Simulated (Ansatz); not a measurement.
KIO3:
```cif
data_IKO3
_chemical_formula_sum 'K1 I1 O3'
_space_group_name_H-M_alt 'P 1'
_space_group_IT_number 1
_cell_length_a 4.41505
_cell_length_b 4.41505
_cell_length_c 4.41505
_cell_angle_alpha 88.627
_cell_angle_beta 88.627
_cell_angle_gamma 88.627
loop_
_space_group_symop_operation_xyz
  'x, y, z'
loop_
_atom_site_label
_atom_site_type_symbol
_atom_site_fract_x
_atom_site_fract_y
_atom_site_fract_z
_atom_site_occupancy
K1 K 0.00570 0.00570 0.00570 1
I1 I 0.50879 0.50879 0.50879 1
O1 O 0.54801 0.54801 0.09459 1
O2 O 0.09459 0.54801 0.54801 1
O3 O 0.54801 0.09459 0.54801 1
```

Relaxed with PBEsol. PBEsol (plane waves, PAW; program Ansatz) gives a gap of 2.16 eV.

Task: What gap does HSE06 give on the same cell (Ansatz, PAW)?

Result: 3.20 eV, 1.03 eV more. The hybrid was solved on a coarser mesh and at special points; the gap given is the minimum over both.

```
k   v1 PBEsol  c1 PBEsol    v1 HSE06    c1 HSE06
--  ---------  ---------  ----------  ----------
Γ       -1.44       4.88  (withheld)  (withheld)
T        0.00       2.16        0.00        3.20
L       -1.39       3.89  (withheld)  (withheld)
F       -0.59       2.93  (withheld)  (withheld)
S0      -0.59       2.94  (withheld)  (withheld)
H0      -0.01       2.18       -0.02        3.21
```

Task: Top valence (v1) and lowest conduction level (c1) in eV from each method's valence maximum (which need not be a listed point): supply the withheld HSE06 values.

Result: 
- S0, v1 HSE06: -0.67
- S0, c1 HSE06: 4.00
- Γ, v1 HSE06: -2.01
- Γ, c1 HSE06: 6.15
- L, v1 HSE06: -1.62
- L, c1 HSE06: 5.05
- F, v1 HSE06: -0.67
- F, c1 HSE06: 3.99

Cost on shared cores: the PBEsol run (SCF on a 6×6×6 mesh, then bands and DOS) very roughly 70 core-seconds, the HSE06 run (SCF on 4×4×4, then a few points) roughly 2.9 core-minutes; the tasks are unlike.

Space group R3m. The workflow started from a Materials Project entry (that database holds measured and hypothetical structures alike); the Crystallography Open Database files this formula in space group No. 160, but the cells were not matched. Whether it is the stable phase at ambient conditions was not checked. Symmetry was held in the PBEsol relaxation; whether a distortion lowers the energy is not shown. Spin–orbit coupling is left out wherever it is not named.

Potentials: the later of the program's two PAW sets.
